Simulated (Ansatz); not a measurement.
## Li in C

Level of theory: Ansatz, DFT r2SCAN, scalar-relativistic, plane waves, PAW.

Cutoff 500 eV; k points 18×18×18 on the computed 2-atom cell (Γ-centred); Gaussian smearing, width 0.10 eV; no spin polarisation for the host; each changed cell takes a mesh and smearing chosen by its own gap and starts from the host's moments or customary ones, or runs without spin. Cells and atoms are relaxed to the nearest stationary point that keeps the symmetry of their start (forces under 0.02 to 0.04 eV/Å, stress under 0.1 to 0.2 GPa); energies are at zero smearing, without zero-point or thermal terms.

Relaxed host (gap on the mesh 0.06 eV):

```yaml
crystal:
  lattice:
    - [0.00000, 2.12644, 3.55159]
    - [1.22810, 0.00000, 3.55159]
    - [1.22810, 2.12644, 0.00000]
  atoms:
    - { symbol: C, position: [0.16667, 0.83333, 0.16667] }
    - { symbol: C, position: [0.83333, 0.16667, 0.83333] }
```

Cases: (1) 1 Li in a 1×2×2 repeat of the cell, at (0.278 0.139 0.361) in fractions of that repeat, 2.10 Å from the nearest atom of the relaxed host.

The table gives the energy per Li taken from Li metal (negative: uptake is favourable), the mean voltage, the swelling and the final surroundings.

```tsv
case	formula	energy per Li (eV)	mean voltage (V)	ΔV (%)	principal strains (%)	nearest host atoms of the first Li	gap (eV)
1	LiC8	-0.02	0.02	+12.0	+9.9 +0.9 +0.9	8 (C) from 2.21 Å	0
```

Each ion keeps what symmetry its start has, so a lower place off a symmetric site can be missed, above all for H.

Voltages count 1 electron per Li and hold for the ions inside the host, not for its break-up into other phases.

Relaxed structure of case 1:

```xyz
9
Lattice="0.0000 2.1341 3.8973 2.4790 -0.0239 7.8089 2.4790 4.2922 -0.0144" Properties=species:S:1:pos:R:3 pbc="T T T"
C     1.2395    0.7005    3.9129
C     2.4850    2.8501    3.9088
C     2.4730    0.6921    7.8204
C     3.7185    2.8413    7.7951
C     1.2395    3.5680    3.8919
C     2.4779    5.7126    3.9007
C     2.4801    3.5546    7.8123
C     3.7185    5.7007    7.7932
Li    1.2395    2.1289    2.0939
```

The host's gap on the mesh may miss a touching of bands.

Each cell of C holds layers, and where no dispersion correction was added their binding is poorly described.

This form of C, the host, isn't the element's usual structure.

Cost: 2 runs of about 9.9 core-minutes in all, on Intel Xeon 6975P-C (Granite Rapids) (shared hosts).